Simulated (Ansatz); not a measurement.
InPt$_{3}$:
```
InPt3
1.0
    3.96437     0.00000     0.00000
    0.00000     3.96437     0.00000
    0.00000     0.00000     3.96437
In Pt
1 3
Direct
  0.00000   0.00000   0.00000
  0.00000   0.50000   0.50000
  0.50000   0.00000   0.50000
  0.50000   0.50000   0.00000
```

Relaxed with LDA. Special points in fractions of this cell's reciprocal vectors: Γ (0.000, 0.000, 0.000); X (0.000, 0.500, 0.000); M (0.500, 0.500, 0.000); R (0.500, 0.500, 0.500).

List the band energies nearest the Fermi level at these points for LDA (plane waves, PAW; program Ansatz).

In eV from the Fermi level; about four levels below and three above (degenerate sets whole), none deeper than 8.9 eV; points with the same levels are listed once.

```tsv
k	below	above
Γ	-2.07 -2.07 -2.07 -0.82 -0.82	0.05 0.25 0.25 0.25
X	-2.10 -2.10 -1.96 -0.74	0.54 4.06 5.86 5.86
M	-1.80 -1.64 -1.61 -0.53	1.55 1.55 7.28
R	-2.10 -2.10 -2.10 -1.54 -1.54 -0.38	0.09 0.09 0.09
```

Space group Pm-3m (Cu3Au type). The workflow started from a Materials Project entry (that database holds measured and hypothetical structures alike); the Crystallography Open Database files this formula in space group No. 221, but the cells were not matched. Its standing as an ambient phase is unchecked. The cell was relaxed with LDA under the symmetry of its start; of distortions, only those at the zone centre were tested. No spin polarisation was allowed. Spin–orbit coupling is left out wherever it is not named.

Potentials: the later of the program's two PAW sets.
